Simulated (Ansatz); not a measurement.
Mg₂Ge, in the lowest among the structures calculated here: Fm-3m (No. 225), cF12, anti-fluorite type; a = 6.364 Å, b = 6.364 Å, c = 6.364 Å, α = 90.00°, β = 90.00°, γ = 90.00°; Ge 4a (0.000, 0.000, 0.000); Mg 8c (0.250, 0.250, 0.250). The numbers are results of PBEsol (plane waves to 420 eV, PAW, scalar-relativistic; Ansatz, a quantum-chemistry and plane-wave program), not measurements. Element references, the lowest calculated here: Mg (P6₃/mmc), Ge (Fd-3m).

Estimate the formation energy of this Fm-3m form of Mg2Ge from the elements that PBEsol returns for this input.

-0.28 eV/atom.

Static energies, no anion corrections, no zero-point energy. Values are rounded to 0.01 eV/atom. The compounds carry no spin polarisation.
